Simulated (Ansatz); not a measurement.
Level of theory: DFT PBE, scalar-relativistic, plane waves, PAW in Ansatz 0.2.0. Cutoff 420 eV, Γ-centred meshes of about 0.25 Å⁻¹ or finer for metals and 0.3 Å⁻¹ for insulators (2π included), Gaussian smearing. No spin polarisation.

A search over trial structures of Ca5GeN2 gave this relaxed cell.

```yaml
crystal:
  lattice:
    - [2.45494, -7.33323, 0.00000]
    - [2.45494, 7.33323, 0.00000]
    - [0.00000, 0.00000, 4.88293]
  atoms:
    - { symbol: Ca, position: [0.32989, 0.67011, 0.00000] }
    - { symbol: Ca, position: [0.67011, 0.32989, 0.00000] }
    - { symbol: Ca, position: [0.13910, 0.86090, 0.50000] }
    - { symbol: Ca, position: [0.86090, 0.13910, 0.50000] }
    - { symbol: Ca, position: [0.00000, 0.00000, 0.00000] }
    - { symbol: Ge, position: [0.50000, 0.50000, 0.50000] }
    - { symbol: N, position: [0.16492, 0.83508, 0.00000] }
    - { symbol: N, position: [0.83508, 0.16492, 0.00000] }
```

**Question.** Does it survive phonon and random-displacement tests?

**Answer.** As far as tested, yes. The phonons on a 2×2×2 q mesh of the computed 8-atom cell show no imaginary mode. (Phonon run: 8×8×6 k mesh, Gaussian smearing of 0.10 eV.) After random moves of the atoms it relaxes back. The optical modes at Γ run from 92 to 420 cm⁻¹, and the highest mode on the mesh lies at 440 cm⁻¹. Ca on a site of symmetry m2m is surrounded by 3 N at 2.42–2.46 Å, 8 Ca at 3.39–3.50 Å and 2 Ge at 3.49 Å; Ca on a second site of symmetry m2m has 2 N at 2.47 Å, 2 Ca at 3.18 Å and 2 Ge at 3.19 Å; around Ge lie 4 Ca at 3.19 Å and 8 Ca at 3.46–3.49 Å; N is surrounded by 6 Ca at 2.42–2.47 Å; 1 more site not described. The phonon run warned that its eigensolver hadn't fully converged.

Phonons of metals hang on the k mesh and the smearing.
